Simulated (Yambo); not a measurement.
Ba2OsH6 (space group Fm-3m, No. 225), G0W0@PBEsol in Yambo with this input:

```
rim_cut
gw0
dyson
el_el_corr
HF_and_locXC
ppa
em1d
RandQpts= 1000000
RandGvec= 1 Ry
EXXRLvcs= 74 Ry
VXCRLvcs= 296 Ry
Chimod= "HARTREE"
% BndsRnXp
 5 | 188 |
%
NGsBlkXp= 7 Ry
% LongDrXp
 1.0 | 1.0 | 1.0 |
%
PPAPntXp= 27.2114 eV
% GbndRnge
 1 | 188 |
%
GTermKind= "BG"
DysSolver= "n"
ExtendOut
```

On a 2×2×2 mesh, with wavefunctions cut at 74 Ry, the gap (Γ → X) is 2.798 eV and the valence edge shifts by -0.245 eV.

Question: What happens with this change: no random integration?

Answer: The gap falls by 0.077 eV, to 2.721 eV; the shift of the valence edge becomes 0.019 eV. Neither run is shown to be the converged limit.

Spin-orbit coupling is not included.

Geometry of the Materials Project entry, not relaxed at this level; primitive cell a = b = c = 5.7222 Å, α = β = γ = 60.00°.

The structure is a Materials Project entry; no match was found in the copy of COD used, and its stability was not checked.

A shift is the quasiparticle energy of the state minus its PBEsol energy.
